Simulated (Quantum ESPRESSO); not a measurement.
# Strain and stress in SiAl3N3C

These are calculations, not measurements. They come from pw.x of Quantum ESPRESSO 7.5, a plane-wave density functional program, with PseudoDojo standard norm-conserving files (v0.5 for PBE, v0.4.1 for LDA and PBEsol). The cells are made up: elements, strain and atom displacements were drawn at random, and nothing was relaxed. There is no spin polarisation, spin-orbit coupling or dispersion term.

The cell has 8 sites of a zincblende or diamond lattice. Sites 1 to 4 hold Si Al Al Al; sites 5 to 8 hold N C N N. Cell vectors in Å: (4.349, 0.000, 0.000); (0.000, 4.349, 0.000); (0.000, 0.000, 4.329). Settings: PBE, cutoff 1143 eV, 4 x 4 x 4 k mesh shifted by half a step, Fermi-Dirac smearing of 0.025 eV.

Each run adds a strain along z to one cell, with the atoms carried along; the vectors above are those of run 4. Stress is positive in tension and P is minus a third of its trace. E is the free energy for each atom above the lowest run shown. The last column is band 17 less band 16 at Gamma, from a band step after each run.

| run | strain (%) | s_xx (GPa) | s_yy (GPa) | s_zz (GPa) | s_xy (GPa) | P (GPa) | E (meV/atom) | level step at Gamma (eV) |
| --- | --- | --- | --- | --- | --- | --- | --- | --- |
| 1 | -2.42 | -12.75 | -13.65 | -14.82 | 2.62 | 13.74 | 21.66 | 1.147 |
| 3 | -1.00 | -10.06 | -10.93 | -10.17 | 2.45 | 10.39 | 10.26 | 1.114 |
| 4 | -0.47 | -9.11 | -9.98 | -8.45 | 2.38 | 9.18 | 7.11 | 1.099 |
| 5 | 0.95 | -6.77 | -7.61 | -3.91 | 2.22 | 6.09 | 1.43 | 1.053 |
| 6 | 1.63 | -5.72 | -6.56 | -1.75 | 2.14 | 4.67 | 0.23 | 1.029 |
| 7 | 1.86 | -5.38 | -6.21 | -1.02 | 2.12 | 4.20 | 0.00 | 1.021 |
| 2 | -1.70 | ? | ? | ? | ? | ? | ? | ? |

A rerun of one of these cells at 1437 eV and k mesh 6 x 6 x 6 moved values by no more than 0.003 eV in the cell's energy, 0.02 GPa in stress and 0.002 eV/Å in force.

## Worked fit

A parabola through the six runs shown gives s_zz = -6.94 + 3.21 e - 0.018 e² GPa, with e in per cent and a scatter of 0.01 GPa. The slope is a stiffness of 321 ± 1 GPa for each unit of this strain at e = 0. The atoms are clamped, and relaxing them would in general lower it. The error is the larger of the fit's own and the change that a cubic makes, rounded up.

## Withheld run

Question: what s_zz should run 2 give?

The fit gives -12.45 GPa. The calculation gave -12.45 GPa.

```
run  strain (%)  s_xx (GPa)  s_yy (GPa)  s_zz (GPa)  s_xy (GPa)  P (GPa)  E (meV/atom)  level step at Gamma (eV)
  2       -1.70      -11.35      -12.24      -12.45        2.53    12.01         15.38                     1.132
```